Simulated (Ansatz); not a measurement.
Fields on a plane of ZnS (wurtzite)

```
CELL_PARAMETERS angstrom
      3.80610     0.00000     0.00000
     -1.90305     3.29618     0.00000
      0.00000     0.00000     6.24474
ATOMIC_POSITIONS crystal
  Zn 0.66667 0.33333 0.99975
  Zn 0.33333 0.66667 0.49975
  S  0.66667 0.33333 0.62545
  S  0.33333 0.66667 0.12545
```

The slice is a (1 -1 0 0) plane (indices of the conventional cell) through the point (0.667, 0.333, 1.000) (fractional), spanned by u = [110] and v = [001] in vectors of this cell: u (3.81 Å) and v (6.24 Å, at 90° to u). It covers one period; positions are fractions (u, v).

Atoms on it: Zn at (0.00, 0.00); S at (0.00, 0.63).

The numbers are results of r2SCAN (plane waves to 500 eV, PAW, scalar-relativistic; Ansatz, an electronic-structure program), not measurements. k mesh 10×10×6. Near the nuclei the fields are pseudised (PAW); where an atom keeps semicore shells as valence, they peak there. ZnS was relaxed with its symmetry unable to fall.

```
|xxxxxxxxxx--**%%%%%%%%**--xxxxxxxx|
|xxxxxxxx  ==##%%@@@@%%##==  xxxxxx|
|xxxxxxxx--**%%@@@@@@@@%%**--xxxxxx|
|xxxxxx--++##%%@@@@@@@@%%##++--xxxx|
|....--++##%%@@@@@@@@@@@@%%##++--..|
|xx  ::++##%%@@@@@@@@@@@@%%##++::  |
|xxxxxx  ++%%@@@@@@@@@@@@%%++  xxxx|
|xxxxxxxx::**%%@@@@@@@@%%**::xxxxxx|
|xxxxxxxxxx++##%%%%%%%%##++xxxxxxxx|
|xxxxxxxxxx--**########**--xxxxxxxx|
|xxxxxxxxxx--************--xxxxxxxx|
|xxxxxxxxxx==++++====++++==xxxxxxxx|
|xxxxxxxx..======----======..xxxxxx|
|xxxxxx..==++==--------==++==..xxxx|
|  ..--++****++==----==++****++--..|
|****##%%%%##**++====++**##%%%%##**|
|%%@@@@@@%%%%##**++++**##%%%%@@@@@@|
|@@@@@@@@@@%%%%########%%%%@@@@@@@@|
|@@@@@@@@@@@@%%%%%%%%%%%%@@@@@@@@@@|
|@@@@@@@@@@@@@@%%%%%%%%@@@@@@@@@@@@|
|%%%%%%@@@@@@%%%%%%%%%%%%@@@@@@%%%%|
|****##%%%%%%%%##****##%%%%%%%%##**|
|----==**######++++++++######**==--|
|xxxxxx--++****==----==****++--xxxx|
|xxxxxxxx--++++==----==++++--xxxxxx|
|xxxxxxxx  ==++++++++++++==  xxxxxx|
|xxxxxxxxxx--++********++--xxxxxxxx|
|xxxxxxxxxx--**########**--xxxxxxxx|
```
Scale: ten equal steps from -1.00 (start of ' ') to 7.17 (end of '@'), in the order ' .:-=+*#%@'. Values: electrostatic potential energy of an electron, from the cell's mean, in eV. The map has 17 points along u (two characters each, u = 0 at the left) and 28 along v (v = 0 in the bottom row). Points within 1 Å of a nucleus are blanked (x), as the pseudised field means little there. Values under -1 eV are set to -1. The zero, the cell's mean, hangs on the PAW cores.

```
|xxxx0011111122334444332211111100xx|
|xxxx0011111111112222111111111100xx|
|0011111111110000000000001111111111|
|1111111111110000000000001111111111|
|5555444433110000000000001133444455|
|9999887766331100000000113366778899|
|9999998877553300000000335577889999|
|8888999988774411000011447788999988|
|xxxx7799997755220000225577999977xx|
|xxxxxx889988552211112255889988xxxx|
|xxxxxx999988552211112255889999xxxx|
|xxxx8899998844221111224488999988xx|
|7788999999663311111111336699999988|
|8888999977552211111111225577999988|
|8888887755331111111111113355778888|
|6666665533221111111111112233556666|
|3333222211111111111111111111222233|
|0000000000000011111111000000000000|
|0000000000001111222211110000000000|
|0000000000112233444433221100000000|
|0000000011334455666655443311000000|
|1100111122445566777766554422111100|
|1111111133556677777777665533111111|
|1111111122557777888877775522111111|
|1111111122447788888888774422111111|
|xxxx0011113366778888776633111100xx|
|xxxx0011112255777777775522111100xx|
|xxxxxx111111335566665533111111xxxx|
```
Scale: ten equal steps from 0.02 (start of '0') to 0.90 (end of '9'), in the order '0123456789'. Values: electron localisation function (ELF). The map has 17 points along u (two characters each, u = 0 at the left) and 28 along v (v = 0 in the bottom row). Points within 0.5 Å of a nucleus are blanked (x), as the pseudised field means little there.

Density on the Zn–S line (2.34 Å) at its density minimum, 1.1 Å from Zn: 0.48 e/Å³
ELF at that point: 0.4
ELF maximum in the middle third of the Zn–S line: 0.90, 1.5 Å from Zn
Character of the Zn–S contact (rough rule: ELF there above 0.7 covalent, below 0.2 ionic, polar between): polar, between covalent and ionic
Element round which the density of the highest valence band (whole band, smooth part) is largest on this plane: S
